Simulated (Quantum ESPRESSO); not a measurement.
## Si3O4NF (one run as intended and one with a planted mistake)

A calculation, not a measurement. The program is pw.x of Quantum ESPRESSO 7.5 (plane-wave density functional theory). The cell is made up: 9 atoms on a quartz lattice, with randomly drawn elements, strain and displacements, not relaxed. PseudoDojo standard norm-conserving files (v0.5 for PBE, v0.4.1 for LDA and PBEsol) set the functional; there is no spin polarisation, spin-orbit coupling or dispersion term, and the masses in the input are unused placeholders.

Intended input:

```
&control calculation='scf', pseudo_dir='./dojo.nc.sr.pbe.v0_5.standard.upf', outdir='./o', disk_io='low', tprnfor=.true., tstress=.true. /
&system ibrav=0, nat=9, ntyp=4, nbnd=30, ecutwfc=84.00895049, nosym=.true., tot_charge=0,
 occupations='smearing', smearing='fd', degauss=0.0018374661
/
&electrons conv_thr=7.350e-09, electron_maxstep=60, /
ATOMIC_SPECIES
F 1.0 F.upf
N 1.0 N.upf
O 1.0 O.upf
Si 1.0 Si.upf
CELL_PARAMETERS angstrom
4.9682 -0.0123 0.0069
-2.4947 4.1812 0.0064
0.0076 0.0124 5.3119
ATOMIC_POSITIONS angstrom
Si 2.2711 -0.0694 3.5842
Si -1.2043 1.9855 1.7121
Si 1.3286 2.2347 -0.0055
O 1.4139 1.1437 4.1358
O 3.3072 0.6318 2.509
N 2.7571 2.4512 0.7409
F 0.2181 1.717 1.1656
O -1.106 3.0332 2.996
O 0.8094 3.5713 4.6965
K_POINTS automatic
5 5 4 1 1 1
```

The log is shortened where brackets say so; the opening notice, blank lines, dates and the lines on written files are dropped, and the path of the files is cut. It prints rydbergs, bohrs and kilobars, and counts compression as positive stress. Where no state is partly filled, the Fermi energy that it prints is only some level between the filled and the empty states on the mesh, and need not lie in the true gap.

Log of the intended run:

```
     Program PWSCF v.7.5
     Parallel version (MPI & OpenMP), running on       4 processor cores
     Number of MPI processes:                 4
     Threads/MPI process:                     1
     [start-up lines left out]
     bravais-lattice index     =            0
     lattice parameter (alat)  =       9.3886  a.u.
     unit-cell volume          =     743.5347 (a.u.)^3
     number of atoms/cell      =            9
     number of atomic types    =            4
     number of electrons       =        48.00
     number of Kohn-Sham states=           30
     kinetic-energy cutoff     =      84.0090  Ry
     charge density cutoff     =     336.0358  Ry
     scf convergence threshold =      7.3E-09
     mixing beta               =       0.7000
     number of iterations used =            8  plain     mixing
     Exchange-correlation= PBE
                           (   1   4   3   4   0   0   0)
     [axes and pseudopotential details left out]
   Cartesian axes
     site n.     atom                  positions (alat units)
         1        Si     tau(   1) = (   0.4571255  -0.0139688   0.7214254  )
         2        Si     tau(   2) = (  -0.2424007   0.3996401   0.3446103  )
         3        Si     tau(   3) = (   0.2674197   0.4497989  -0.0011070  )
         4        O      tau(   4) = (   0.2845888   0.2302032   0.8324511  )
         5        O      tau(   5) = (   0.6656710   0.1271683   0.5050098  )
         6        N      tau(   6) = (   0.5549472   0.4933759   0.1491279  )
         7        F      tau(   7) = (   0.0438990   0.3455966   0.2346112  )
         8        O      tau(   8) = (  -0.2226149   0.6105205   0.6030329  )
         9        O      tau(   9) = (   0.1629155   0.7188289   0.9453084  )
     number of k points=    50  Fermi-Dirac smearing, width (Ry)=  0.0018
                       cart. coord. in units 2pi/alat
        k(    1) = (   0.1002807   0.1784769   0.1163524), wk =   0.0400000
        k(    2) = (   0.0999546   0.1779244   0.3501791), wk =   0.0400000
     [further k points left out]
     Dense  grid:    77339 G-vectors     FFT dimensions: (  60,  54,  60)
     Estimated max dynamical RAM per process >     157.09 MB
     Estimated total dynamical RAM >     571.73 MB
     Initial potential from superposition of free atoms
     starting charge      47.9981, renormalised to      48.0000
     Starting wfcs are   36 randomized atomic wfcs
     total cpu time spent up to now is        4.3 secs
     per-process dynamical memory:   123.4 Mb
     Self-consistent Calculation
     iteration #  1     ecut=    84.01 Ry     beta= 0.70
     Davidson diagonalization with overlap
     ethr =  1.00E-02,  avg # of iterations =  3.1
     total cpu time spent up to now is       12.4 secs
     total energy              =    -227.17555318 Ry
     estimated scf accuracy    <       2.76013692 Ry
     iteration #  2     ecut=    84.01 Ry     beta= 0.70
     Davidson diagonalization with overlap
     ethr =  5.75E-03,  avg # of iterations =  3.0
     total cpu time spent up to now is       20.8 secs
     total energy              =    -227.96093525 Ry
     estimated scf accuracy    <       1.76037260 Ry
     [iterations 3 to 9 left out]
     iteration # 10     ecut=    84.01 Ry     beta= 0.70
     Davidson diagonalization with overlap
     ethr =  2.46E-10,  avg # of iterations =  4.0
     total cpu time spent up to now is       76.3 secs
     total energy              =    -228.29649577 Ry
     estimated scf accuracy    <       0.00000007 Ry
     iteration # 11     ecut=    84.01 Ry     beta= 0.70
     Davidson diagonalization with overlap
     ethr =  1.40E-10,  avg # of iterations =  2.0
     total cpu time spent up to now is       81.1 secs
     End of self-consistent calculation
     [lines on levels left out]
     the Fermi energy is     6.8134 ev
!    total energy              =    -228.29649578 Ry
     estimated scf accuracy    <          3.3E-09 Ry
     smearing contrib. (-TS)   =       0.00000000 Ry
     internal energy E=F+TS    =    -228.29649578 Ry
     The total energy is F=E-TS. E is the sum of the following terms:
     one-electron contribution =    -105.49830931 Ry
     hartree contribution      =      79.07741943 Ry
     xc contribution           =     -61.39198826 Ry
     ewald contribution        =    -140.48361764 Ry
     convergence has been achieved in  11 iterations
     Forces acting on atoms (cartesian axes, Ry/au):
     atom    1 type  4   force =     0.13133808    0.12420079   -0.00709236
     atom    2 type  4   force =    -0.10956119   -0.05699857    0.30056587
     atom    3 type  4   force =     0.18446150   -0.01397786   -0.03859798
     atom    4 type  3   force =    -0.07862952    0.01974364    0.03334300
     atom    5 type  3   force =     0.01317240   -0.05178862   -0.00423777
     atom    6 type  2   force =    -0.18610787    0.09044754   -0.20629770
     atom    7 type  1   force =     0.13348854   -0.05489939   -0.02564604
     atom    8 type  3   force =    -0.03841619   -0.10110328   -0.07215238
     atom    9 type  3   force =    -0.04974576    0.04437576    0.02011537
     Total force =     0.559648     Total SCF correction =     0.000063
     Computing stress (Cartesian axis) and pressure
          total   stress  (Ry/bohr**3)                   (kbar)     P=      210.15
   0.00169610  -0.00041268   0.00060362          249.50      -60.71       88.80
  -0.00041268   0.00121567  -0.00015957          -60.71      178.83      -23.47
   0.00060362  -0.00015957   0.00137401           88.80      -23.47      202.12
     init_run     :      3.89s CPU      4.13s WALL (       1 calls)
     electrons    :     76.13s CPU     76.82s WALL (       1 calls)
     forces       :      1.14s CPU      1.18s WALL (       1 calls)
     stress       :      3.72s CPU      3.72s WALL (       1 calls)
     [timing details left out]
     PWSCF        :   1m25.09s CPU   1m26.14s WALL
     JOB DONE.
```

A second run has one planted mistake: the files are those of another functional. The input lines that differ, file-writing options aside:

```
- &control calculation='scf', pseudo_dir='./dojo.nc.sr.pbe.v0_5.standard.upf', outdir='./o', disk_io='low', tprnfor=.true., tstress=.true. /
+ &control calculation='scf', pseudo_dir='./dojo.nc.sr.pbesol.v0_4_1.standard.upf', outdir='./o', disk_io='low', tprnfor=.true., tstress=.true. /
```

Its log:

```
     Program PWSCF v.7.5
     Parallel version (MPI & OpenMP), running on       4 processor cores
     Number of MPI processes:                 4
     Threads/MPI process:                     1
     [start-up lines left out]
     bravais-lattice index     =            0
     lattice parameter (alat)  =       9.3886  a.u.
     unit-cell volume          =     743.5347 (a.u.)^3
     number of atoms/cell      =            9
     number of atomic types    =            4
     number of electrons       =        48.00
     number of Kohn-Sham states=           30
     kinetic-energy cutoff     =      84.0090  Ry
     charge density cutoff     =     336.0358  Ry
     scf convergence threshold =      7.3E-09
     mixing beta               =       0.7000
     number of iterations used =            8  plain     mixing
     Exchange-correlation= PBESOL
                           (   1   4  10   8   0   0   0)
     [axes and pseudopotential details left out]
   Cartesian axes
     site n.     atom                  positions (alat units)
         1        Si     tau(   1) = (   0.4571255  -0.0139688   0.7214254  )
         2        Si     tau(   2) = (  -0.2424007   0.3996401   0.3446103  )
         3        Si     tau(   3) = (   0.2674197   0.4497989  -0.0011070  )
         4        O      tau(   4) = (   0.2845888   0.2302032   0.8324511  )
         5        O      tau(   5) = (   0.6656710   0.1271683   0.5050098  )
         6        N      tau(   6) = (   0.5549472   0.4933759   0.1491279  )
         7        F      tau(   7) = (   0.0438990   0.3455966   0.2346112  )
         8        O      tau(   8) = (  -0.2226149   0.6105205   0.6030329  )
         9        O      tau(   9) = (   0.1629155   0.7188289   0.9453084  )
     number of k points=    50  Fermi-Dirac smearing, width (Ry)=  0.0018
                       cart. coord. in units 2pi/alat
        k(    1) = (   0.1002807   0.1784769   0.1163524), wk =   0.0400000
        k(    2) = (   0.0999546   0.1779244   0.3501791), wk =   0.0400000
     [further k points left out]
     Dense  grid:    77339 G-vectors     FFT dimensions: (  60,  54,  60)
     Estimated max dynamical RAM per process >     157.09 MB
     Estimated total dynamical RAM >     571.73 MB
     Initial potential from superposition of free atoms
     starting charge      47.9982, renormalised to      48.0000
     Starting wfcs are   36 randomized atomic wfcs
     total cpu time spent up to now is        3.9 secs
     per-process dynamical memory:   123.4 Mb
     Self-consistent Calculation
     iteration #  1     ecut=    84.01 Ry     beta= 0.70
     Davidson diagonalization with overlap
     ethr =  1.00E-02,  avg # of iterations =  3.1
     total cpu time spent up to now is       10.1 secs
     total energy              =    -226.57488220 Ry
     estimated scf accuracy    <       2.63997326 Ry
     iteration #  2     ecut=    84.01 Ry     beta= 0.70
     Davidson diagonalization with overlap
     ethr =  5.50E-03,  avg # of iterations =  3.0
     total cpu time spent up to now is       16.1 secs
     total energy              =    -227.32062155 Ry
     estimated scf accuracy    <       1.76350030 Ry
     [iterations 3 to 9 left out]
     iteration # 10     ecut=    84.01 Ry     beta= 0.70
     Davidson diagonalization with overlap
     ethr =  3.13E-10,  avg # of iterations =  4.0
     total cpu time spent up to now is       61.2 secs
     total energy              =    -227.65858944 Ry
     estimated scf accuracy    <       0.00000007 Ry
     iteration # 11     ecut=    84.01 Ry     beta= 0.70
     Davidson diagonalization with overlap
     ethr =  1.54E-10,  avg # of iterations =  2.0
     total cpu time spent up to now is       66.0 secs
     End of self-consistent calculation
     [lines on levels left out]
     the Fermi energy is     6.6246 ev
!    total energy              =    -227.65858945 Ry
     estimated scf accuracy    <          4.4E-09 Ry
     smearing contrib. (-TS)   =       0.00000000 Ry
     internal energy E=F+TS    =    -227.65858945 Ry
     The total energy is F=E-TS. E is the sum of the following terms:
     one-electron contribution =    -105.17807111 Ry
     hartree contribution      =      78.50917571 Ry
     xc contribution           =     -60.50607641 Ry
     ewald contribution        =    -140.48361764 Ry
     convergence has been achieved in  11 iterations
     Forces acting on atoms (cartesian axes, Ry/au):
     atom    1 type  4   force =     0.13086286    0.12325271   -0.00665781
     atom    2 type  4   force =    -0.10333883   -0.05796202    0.30084373
     atom    3 type  4   force =     0.17867259   -0.01428359   -0.03948047
     atom    4 type  3   force =    -0.07368416    0.01932767    0.03510622
     atom    5 type  3   force =     0.01041047   -0.04749517   -0.00238971
     atom    6 type  2   force =    -0.18606713    0.08767024   -0.20432867
     atom    7 type  1   force =     0.12897134   -0.05067933   -0.02687495
     atom    8 type  3   force =    -0.03459736   -0.10016261   -0.07382112
     atom    9 type  3   force =    -0.05122978    0.04033212    0.01760278
     Total force =     0.552467     Total SCF correction =     0.000069
     Computing stress (Cartesian axis) and pressure
          total   stress  (Ry/bohr**3)                   (kbar)     P=      176.07
   0.00146659  -0.00041071   0.00061563          215.74      -60.42       90.56
  -0.00041071   0.00098190  -0.00016067          -60.42      144.44      -23.63
   0.00061563  -0.00016067   0.00114213           90.56      -23.63      168.01
     init_run     :      3.54s CPU      3.75s WALL (       1 calls)
     electrons    :     61.61s CPU     62.19s WALL (       1 calls)
     forces       :      1.06s CPU      1.09s WALL (       1 calls)
     stress       :      3.62s CPU      3.62s WALL (       1 calls)
     [timing details left out]
     PWSCF        :   1m 9.97s CPU   1m10.84s WALL
     JOB DONE.
```

```
                                            intended run  run with the mistake
                          free energy (eV)     -3106.132             -3097.453
                    smearing term -TS (eV)        0.0000                0.0000
                            pressure (GPa)         21.02                 17.61
            largest force component (eV/Å)         7.728                 7.735
largest change of a force component (eV/Å)                               0.160
                                iterations            11                    11
```

For scale, a rerun of the intended cell at a cutoff of 1437 eV and k mesh 7 x 7 x 6 moved values by no more than 0.003 eV in energy, 0.02 GPa in stress and 0.002 eV/Å in force. Files of another functional have another zero of energy, so the energy change says nothing on stability.